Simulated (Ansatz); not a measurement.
Data:

TiC:
```
TiC
1.0
    3.58270     0.00000     0.00000
   -1.79135     3.10271     0.00000
    0.00000     0.00000     4.24920
Ti C
2 2
Direct
  0.33333   0.66667   0.25000
  0.66667   0.33333   0.75000
  0.33333   0.66667   0.75000
  0.66667   0.33333   0.25000
```

This is the PBEsol-relaxed structure. Cartesian axes are those of the cell as given.

Q: All from the program Ansatz at the PBEsol level (PAW), unless another level is named. Estimate the Debye temperature from the elastic constants.

A: 644 K.

Q: What about the elastic constants (relaxed ions, GPa)?

A: C11 = 268, C12 = 216, C13 = 90.8, C33 = 555, C44 = 147.

Space group P6_3/mmc. The start of the workflow was typed in or built on a structure type; neither database checked (COD, Materials Project) lists it. It is not the phase usual at ambient conditions (space group No. 225). Symmetry was held in the PBEsol relaxation; of distortions, only those at the zone centre were tested. No spin polarisation was allowed. The volume moved by -17 % from the start of the relaxation. As this level gives no gap, shear constants depend on the k-mesh and smearing (Fermi–Dirac, 0.1 eV here).

Potentials: the later of the program's two PAW sets.
